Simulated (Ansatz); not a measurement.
## LiF (Fm-3m): one-shot GW input and result

Theory: Ansatz, G0W0@PBE, plasmon-pole screening, hard PAW set made for 700 eV.

The input was:

```yaml
crystal:
  lattice:
    - [0.0, 2.005, 2.005]
    - [2.005, 0.0, 2.005]
    - [2.005, 2.005, 0.0]
  atoms:
    - { symbol: Li, position: [0, 0, 0] }
    - { symbol: F, position: [0.5, 0.5, 0.5] }
kpoints:
  mp_grid: { grid: [6, 6, 6], shift: [0, 0, 0] }
hamiltonian:
  xc: pbe
  pseudopotentials:
    kind: paw
    azcp:
      Li: "pseudopotentials/Li.paw.azcp"
      F: "pseudopotentials/F.paw.azcp"
scf:
  occupations: { method: fixed }
  convergence: { dr2_threshold: "1e-9 eV" }
  lower_state_search: "off"
output:
  forces: false
  stress: false
gw:
  n_empty_bands: 157
  ecut_chi: 180.0
  qp_bands: [v1, c1]
  qp_kpoints: [[0, 0, 0], [0, 0.5, 0.5], [0, 0, 0.5]]
  ecutfock_ratio: 2
basis:
  ecutwfc: 700
```

The input is rewritten from the run's settings (development build, wave cutoff 700 eV).

Linearised quasiparticle energies, zero at the top filled Kohn-Sham level among these points. VB is the top filled band, CB the lowest empty one.

```tsv
k	band	ε_KS (eV)	Σx − Vxc (eV)	Σc (eV)	Z	ε_QP (eV)
Γ	VB	0.00	-7.79	4.43	0.83	-2.77
Γ	CB	9.19	4.96	-3.17	0.89	10.79
L	VB	-0.23	-7.86	4.43	0.83	-3.06
L	CB	10.85	5.12	-3.33	0.90	12.46
X	VB	-1.02	-8.01	4.38	0.83	-4.01
X	CB	14.94	6.16	-3.40	0.87	17.33
```

The gap (direct at Γ) opens from 9.19 eV to 13.56 eV.

Electronic (ion-clamped) dielectric constant on this mesh, from the head of the inverse dielectric matrix: 2.0.

Band sums or response are cut, so the gap isn't at its basis limit.
